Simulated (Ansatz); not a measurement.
Input:

AlCrB:
```
AlCrB
1.0
    1.49228    -6.90154     0.00000
    1.49228     6.90154     0.00000
    0.00000     0.00000     2.94750
Al B Cr
2 2 2
Direct
  0.69153   0.30847   0.25000
  0.30847   0.69153   0.75000
  0.46724   0.53276   0.75000
  0.53276   0.46724   0.25000
  0.08403   0.91597   0.75000
  0.91597   0.08403   0.25000
```

This is the r²SCAN-relaxed structure.

Task: All from r²SCAN (plane waves, PAW; program Ansatz), unless another level is named. Estimate the electronic character.

Result: metallic (no gap).

Task: Give the formation energy from the elements (no fitted shifts).

Result: -0.33 eV/atom.

Task: Give the density of states at the Fermi level.

Result: 0.26 states/eV per atom (mean over ±0.08 eV).

Space group Cmcm. The start of the workflow was typed in or built on a structure type; neither database checked (COD, Materials Project) lists it. Whether it is the stable phase at ambient conditions was not checked. The r²SCAN relaxation kept the symmetry of its start; whether a distortion lowers the energy is not shown. The workflow began spin-polarised and lost its moments. The references are the lowest solids computed at this level, not always the standard phases.

Potentials: the earlier of the program's two PAW sets.
